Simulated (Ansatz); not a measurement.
AlN (wurtzite)

```
CELL_PARAMETERS angstrom
      3.10670     0.00000     0.00000
     -1.55335     2.69048     0.00000
      0.00000     0.00000     9.95692
ATOMIC_POSITIONS crystal
  Al 0.33333 0.66667 0.49830
  Al 0.33333 0.66667 0.99830
  Al 0.66667 0.33333 0.24830
  Al 0.66667 0.33333 0.74830
  N  0.33333 0.66667 0.18910
  N  0.33333 0.66667 0.68910
  N  0.66667 0.33333 0.43910
  N  0.66667 0.33333 0.93910
```

The atoms are displaced by Q × the pattern below (from a DFPT mode at A = (0.0, 0.0, 0.5), largest move 1; Q in Å), at fixed cell. It is one choice among 4 degenerate patterns. (q is in reciprocal vectors of the primitive cell; the cell shown is doubled to hold the pattern.)

```
atom      x       y      z
----  -----  ------  -----
Al1   0.000  -0.269  0.000
Al2   0.000   0.269  0.000
Al3   0.000  -0.522  0.000
Al4   0.000   0.522  0.000
N5    0.000   1.000  0.000
N6    0.000  -1.000  0.000
N7    0.000   0.659  0.000
N8    0.000  -0.659  0.000
```

These are r2SCAN (plane waves to 500 eV, PAW, scalar-relativistic; Ansatz, an electronic-structure program) values and carry that method's errors. k mesh 12×12×4 (Γ-centred), Fermi-Dirac smearing 0.05 eV. AlN was relaxed with its symmetry unable to fall.

At one point of the scan the forces (eV/Å) are:

```json
[
 {"atom": "Al1", "Fx": "0.000", "Fy": "1.542", "Fz": "0.434"},
 {"atom": "Al2", "Fx": "0.000", "Fy": "-3.025", "Fz": "0.641"},
 {"atom": "Al3", "Fx": "0.000", "Fy": "6.940", "Fz": "1.667"},
 {"atom": "Al4", "Fx": "0.000", "Fy": "-2.630", "Fz": "0.874"},
 {"atom": "N5", "Fx": "0.000", "Fy": "-6.958", "Fz": "-1.613"},
 {"atom": "N6", "Fx": "0.000", "Fy": "2.566", "Fz": "-0.817"},
 {"atom": "N7", "Fx": "0.000", "Fy": "-2.095", "Fz": "-0.494"},
 {"atom": "N8", "Fx": "0.000", "Fy": "3.660", "Fz": "-0.692"}
]
```

Task: Which point is it?
A. Q = 0.030 Å
B. Q = 0.180 Å
C. Q = 0.060 Å
D. Q = 0.120 Å

Result: B, Q = 0.180 Å

(A displaced cell: forces are minus the slopes of the energy, force constants its curvatures, and phonons follow from these.)
